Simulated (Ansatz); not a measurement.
In DFT-PBE+D3(BJ) in the program Ansatz with PAW potentials, MoSe in the hexagonal phase (P6_3/mcm; Mo on 6g, Se on 6g) relaxes to a = 8.751 Å, c = 4.424 Å. Its formation energy from the elements is -0.30 eV/atom, with no fitted shifts.

Electronic character: metallic (no gap). The magnetic state found is non-magnetic (starting moments vanished).

The start of the workflow was typed in or built on a structure type; neither database checked (COD, Materials Project) lists it. Whether it is the stable phase at ambient conditions was not checked. The cell was relaxed with PBE+D3(BJ) under the symmetry of its start; whether a distortion lowers the energy is not shown. The workflow began spin-polarised and lost its moments. The references are the lowest solids computed at this level, not always the standard phases. Scalar-relativistic: spin–orbit coupling is off unless named, which matters more the heavier the elements.

Potentials: the earlier of the program's two PAW sets.
